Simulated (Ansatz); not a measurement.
Relaxing a structure of MgPd

The start is a randomly generated symmetric cell of MgPd (space group No. 156). The structure is fully relaxed (lattice and positions, P = 0) with PBEsol (plane waves to 420 eV, PAW, scalar-relativistic; Ansatz, a program for electronic structure). The first steps use a coarse 9×9×3 k-mesh.

The start:
```
CELL_PARAMETERS angstrom
      4.01909     0.00000     0.00000
     -2.00955     3.48064     0.00000
      0.00000     0.00000    10.54569
ATOMIC_POSITIONS crystal
  Mg 0.00000 0.00000 0.79006
  Mg 0.33333 0.66667 0.44518
  Mg 0.00000 0.00000 0.23830
  Mg 0.00000 0.00000 0.94190
  Pd 0.33333 0.66667 0.60452
  Pd 0.66667 0.33333 0.37035
  Pd 0.66667 0.33333 0.61765
  Pd 0.33333 0.66667 0.10266
```

Problem. How much energy is released per atom?

Solution. About 2.0 eV/atom.

Problem. How does the volume per atom move from start to end?

Solution. -6.3 %, from 18.44 to 17.29 Å³/atom.

Problem. Is the relaxed structure metallic? Give its gap.

Solution. Zero (metallic).

Problem. Write out the relaxed structure.

Solution. 
Space group P3m1 (No. 156); a = b = 4.317 Å, c = 8.568 Å, α = β = 90.00°, γ = 120.00°

```
atom  site  symmetry       x       y       z
----  ----  --------  ------  ------  ------
Mg      1a       3m.  0.0000  0.0000  0.6638
Mg      1c       3m.  0.6667  0.3333  0.4563
Mg      1a       3m.  0.0000  0.0000  0.3042
Mg      1a       3m.  0.0000  0.0000  0.9809
Pd      1c       3m.  0.6667  0.3333  0.7885
Pd      1b       3m.  0.3333  0.6667  0.2370
Pd      1b       3m.  0.3333  0.6667  0.5639
Pd      1c       3m.  0.6667  0.3333  0.1160
```

The space group stays P3m1 (No. 156) (the run could not lower it), with 8 atoms in the primitive cell. Final values are on a 13×13×6 k-mesh of the relaxed cell. The start holds a very short contact (Mg–Mg 1.60 Å). No spin polarisation in the result.

The run could not lose the symmetry of its start: the end is stationary, and may be a saddle point rather than a minimum.

The relaxed structure here is a generated cell of MgPd: the first start was made by a random draw of sites in a space group, and the end was not matched to a known phase here, so it may be hypothetical.
